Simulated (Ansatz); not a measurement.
Structure relaxation, MgAu

The start is a randomly generated symmetric cell of MgAu (space group No. 194). A full variable-cell relaxation at zero pressure is run with PBEsol (plane waves to 420 eV, PAW, scalar-relativistic; Ansatz, an electronic-structure program). The first steps use a coarse 12×12×2 k-mesh.

The start:
```yaml
crystal:
  lattice:
    - [3.04438, 0.00000, 0.00000]
    - [-1.52219, 2.63651, 0.00000]
    - [0.00000, 0.00000, 20.81005]
  atoms:
    - { symbol: Au, position: [0.00000, 0.00000, 0.00000] }
    - { symbol: Au, position: [0.00000, 0.00000, 0.50000] }
    - { symbol: Au, position: [0.66667, 0.33333, 0.25000] }
    - { symbol: Au, position: [0.33333, 0.66667, 0.75000] }
    - { symbol: Mg, position: [0.00000, 0.00000, 0.86998] }
    - { symbol: Mg, position: [0.00000, 0.00000, 0.63002] }
    - { symbol: Mg, position: [0.00000, 0.00000, 0.13002] }
    - { symbol: Mg, position: [0.00000, 0.00000, 0.36998] }
```

**Question.** How large is the pressure on the unrelaxed cell, and of which sign?

**Answer.** -6.8 GPa (negative: the cell is under tension).

**Question.** Which atoms feel the largest initial force, and how large is it?

**Answer.** 0.57 eV/Å, on Mg5, Mg6, Mg7, Mg8 (atoms numbered as listed).

**Question.** How does the volume per atom move from start to end?

**Answer.** -9.7 %, from 20.88 to 18.85 Å³/atom.

**Question.** How do the shortest distances between atoms change?

**Answer.** The closest pairs of elements (up to four, under 3.6 Å), start → end: Au–Mg 2.71 → 2.66 Å; Au–Au 3.04 → 3.00 Å; Mg–Mg 3.04 → 3.00 Å.

**Question.** What band gap does the relaxed structure have at this level?

**Answer.** No gap (metallic).

**Question.** Give the final cell and atomic positions.

**Answer.** 
```cif
data_Au4Mg4
_chemical_formula_sum 'Au4 Mg4'
_space_group_name_H-M_alt 'P63/mmc'
_space_group_IT_number 194
_space_group_name_Hall '-P 6c 2c'
_cell_length_a 2.99761
_cell_length_b 2.99761
_cell_length_c 19.37895
_cell_angle_alpha 90.000
_cell_angle_beta 90.000
_cell_angle_gamma 120.000
loop_
_atom_site_label
_atom_site_type_symbol
_atom_site_symmetry_multiplicity
_atom_site_Wyckoff_symbol
_atom_site_fract_x
_atom_site_fract_y
_atom_site_fract_z
_atom_site_occupancy
Au1 Au 2 a 0.00000 0.00000 0.00000 1
Au2 Au 2 d 0.66667 0.33333 0.25000 1
Mg1 Mg 4 e 0.00000 0.00000 0.13708 1
```

The space group stays P6₃/mmc (No. 194) (the run could not lower it), with 8 atoms in the primitive cell. Final values are on a 18×18×3 k-mesh of the relaxed cell. No spin polarisation in the result.

The run could not lose the symmetry of its start: the end is stationary, and may be a saddle point rather than a minimum.

The relaxed structure here is a generated cell of MgAu: the first start was made by a random draw of sites in a space group, and the end was not matched to a known phase here, so it may be hypothetical.
